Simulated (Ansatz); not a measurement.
Input for Ansatz (plane-wave DFT, PAW):

```yaml
crystal:
  lattice:
    - [4.7919301283, 0.0, 0.0]
    - [0.0, 4.7919301283, 0.0]
    - [0.0, 0.0, 4.7919301283]
  atoms:
    - { symbol: Mg, position: [0.0, 0.5, 0.5] }
    - { symbol: Mg, position: [0.5, 0.5, 0.0] }
    - { symbol: Mg, position: [0.5, 0.0, 0.5] }
    - { symbol: Mg, position: [0.0, 0.0, 0.0] }
    - { symbol: O, position: [0.411631936, 0.088368064, 0.911631936] }
    - { symbol: O, position: [0.088368064, 0.911631936, 0.411631936] }
    - { symbol: O, position: [0.911631936, 0.411631936, 0.088368064] }
    - { symbol: O, position: [0.588368064, 0.588368064, 0.588368064] }
    - { symbol: O, position: [0.411631936, 0.411631936, 0.411631936] }
    - { symbol: O, position: [0.088368064, 0.588368064, 0.911631936] }
    - { symbol: O, position: [0.911631936, 0.088368064, 0.588368064] }
    - { symbol: O, position: [0.588368064, 0.911631936, 0.088368064] }
basis:
  ecutwfc: 420
kpoints:
  mp_grid: { grid: [6, 6, 6] }
hamiltonian:
  xc: pbesol
scf:
  occupations: { method: gaussian, width: 0.02 }
output:
  forces: true
  stress: true
  eigenvalues: true
relax:
  adjacent_minimum: "off"
  f_tol: 0.01
  max_steps: 30
```

Launched with
```bash
ansatz run input.yaml --threads 4 --pin off --max-ram 10240MiB --backend cpu --events-out ev --progress --plain --runs-dir out
```

Theory: DFT PBEsol, scalar-relativistic, plane waves, PAW (Ansatz 0.2.0).

Part of what the program printed, abridged (final results; tables in files aren't shown):

```
SCF converged after 6 iterations
Free energy (F): -12135.495007 eV
Harris-Foulkes:  -12135.495007 eV  (|F-HF|=7.28e-12)
Internal energy: -12135.495007 eV  (E = F + TS)
E sigma→0 (E₀):  -12135.495007 eV
Fermi energy:    9.340657 eV
--- Per-component energies (eV) ---
  E_band       = -1289.180100
  E_kinetic    = 1710.963125
  E_local      = -7945.250132  (includes V_loc(G=0)·N_el)
  E_nonlocal   = 771.584976
  E_hartree    = 2729.838104
  E_xc         = -701.501010
  E_vxc        = -902.053787  (∫ρ·V_xc dr)
  E_paw        = -2338.870756  (= ΣΔE_a)
  E_vpaw       = -384.120216  (= ΣTr[D̂ρ^β])
  E_aug_tail   = 0.019731  (compensation charges beyond the density's cutoff)
  E_ewald      = -6362.796797
  E_core_change = 0.517752  (= ΣΔE_core)
  E_smearing   =  0.000000  (= −TS)
--- Forces (eV/Å), atoms counted from 1 ---
  atom   1  Mg     0.00000000     0.00000000     0.00000000
  atom   2  Mg     0.00000000     0.00000000     0.00000000
  atom   3  Mg     0.00000000     0.00000000     0.00000000
  atom   4  Mg     0.00000000     0.00000000     0.00000000
  atom   5  O     -0.00137840     0.00137840    -0.00137840
  atom   6  O      0.00137840    -0.00137840    -0.00137840
  atom   7  O     -0.00137840    -0.00137840     0.00137840
  atom   8  O      0.00137840     0.00137840     0.00137840
  atom   9  O     -0.00137840    -0.00137840    -0.00137840
  atom  10  O      0.00137840     0.00137840    -0.00137840
  atom  11  O     -0.00137840     0.00137840     0.00137840
  atom  12  O      0.00137840    -0.00137840     0.00137840
--- Stress (GPa, compression-positive) ---
        4.414611       0.000000       0.000000
        0.000000       4.414611       0.000000
        0.000000       0.000000       4.414611
  P = ⅓ Tr σ = 4.4146 GPa (44.146 kbar)
--- Band table (eV; the first three rows and the last of 24) ---
  k-point 0: bands = ["-64.9305", "-64.9284", "-64.9284", "-64.9284", "-31.9010", "-31.9010", "-31.9010", "-31.8902", "-31.8861", "-31.8861", "-31.8861", "-31.8845", "-31.8845", "-31.8765", "-31.8765", "-31.8765", "-14.1195", "-13.2865", "-13.2865", "-13.2865", "-7.3589", "-7.3589", "-7.3589", "-6.8996", "1.1223", "1.5711", "1.5711", "1.5711", "1.9102", "1.9102", "1.9102", "2.8486", "2.8486", "3.8857", "3.8857", "3.8857", "5.2902", "5.2902", "5.2902", "6.7781", "6.7781", "6.7781", "7.3006", "7.3006", "12.0401", "12.0705", "12.0705", "12.0705", "13.8742", "18.1150", "18.1150", "18.1150", "19.1010", "19.1010", "19.1010", "19.8868"]
  k-point 1: bands = ["-64.9304", "-64.9286", "-64.9284", "-64.9284", "-31.9000", "-31.9000", "-31.8996", "-31.8901", "-31.8870", "-31.8863", "-31.8854", "-31.8853", "-31.8842", "-31.8784", "-31.8772", "-31.8772", "-14.0642", "-13.3423", "-13.2797", "-13.2796", "-7.3590", "-7.3570", "-7.3389", "-6.9424", "0.9815", "1.1672", "1.4140", "1.5052", "2.0635", "2.0838", "2.3990", "2.7076", "2.9343", "3.6951", "3.7329", "3.8914", "5.4481", "5.5219", "5.5505", "6.7537", "6.7699", "6.8596", "7.2075", "7.2923", "11.7943", "11.9458", "12.0163", "12.0232", "14.3279", "17.9829", "18.0961", "18.1356", "18.8515", "18.9071", "19.1094", "19.8437"]
  k-point 2: bands = ["-64.9300", "-64.9290", "-64.9284", "-64.9284", "-31.8973", "-31.8973", "-31.8956", "-31.8907", "-31.8897", "-31.8868", "-31.8868", "-31.8838", "-31.8832", "-31.8831", "-31.8790", "-31.8789", "-13.9126", "-13.4952", "-13.2658", "-13.2657", "-7.3574", "-7.3541", "-7.2771", "-7.0497", "0.7613", "0.8077", "1.2627", "1.3674", "2.2823", "2.3901", "2.4905", "2.9279", "3.0908", "3.4015", "3.4335", "3.8353", "5.8665", "5.9870", "6.0242", "6.6733", "6.6976", "6.9041", "7.0271", "7.2565", "11.4710", "11.6688", "11.9366", "11.9558", "15.2220", "17.2064", "17.9763", "18.0405", "18.7952", "19.1057", "19.3435", "19.7123"]
  k-point 23: bands = ["-64.9289", "-64.9289", "-64.9289", "-64.9289", "-31.9053", "-31.9053", "-31.9053", "-31.9053", "-31.8800", "-31.8800", "-31.8800", "-31.8800", "-31.8793", "-31.8793", "-31.8793", "-31.8793", "-13.4228", "-13.4228", "-13.4228", "-13.4228", "-7.4183", "-7.4183", "-7.4183", "-7.4183", "1.5578", "1.5578", "1.5578", "1.5578", "1.6676", "1.6676", "1.6676", "1.6676", "3.8072", "3.8072", "3.8072", "3.8072", "6.5381", "6.5381", "6.5381", "6.5381", "6.7269", "6.7269", "6.7269", "6.7269", "11.9895", "11.9895", "11.9895", "11.9895", "16.7137", "16.7137", "16.7137", "16.7137", "18.7719", "18.7719", "18.7719", "18.7719"]
--- Relaxed structure (4 steps of the walk, 4 accepted, 0 SCFs on fresh bases) ---
  F+E_penalty+E_count = -12135.49500678 eV   max|allowed force component| = 1.378e-3 eV/Å
  atoms:
    - { symbol: Mg, position: [0.0, 0.5, 0.5] }
    - { symbol: Mg, position: [0.5, 0.5, 0.0] }
    - { symbol: Mg, position: [0.5, 0.0, 0.5] }
    - { symbol: Mg, position: [0.0, 0.0, 0.0] }
    - { symbol: O, position: [0.41109763, 0.08890236, 0.91109763] }
    - { symbol: O, position: [0.08890236, 0.91109763, 0.41109763] }
    - { symbol: O, position: [0.91109763, 0.41109763, 0.08890236] }
    - { symbol: O, position: [0.58890236, 0.58890236, 0.58890236] }
    - { symbol: O, position: [0.41109763, 0.41109763, 0.41109763] }
    - { symbol: O, position: [0.08890236, 0.58890236, 0.91109763] }
    - { symbol: O, position: [0.91109763, 0.08890236, 0.58890236] }
    - { symbol: O, position: [0.58890236, 0.91109763, 0.08890236] }
```

The relaxation met its thresholds.

Time: 3.1 s on 4 threads of AMD EPYC 9R45 96-Core Processor (Zen 5) (shared host), peak memory 0.56 GiB.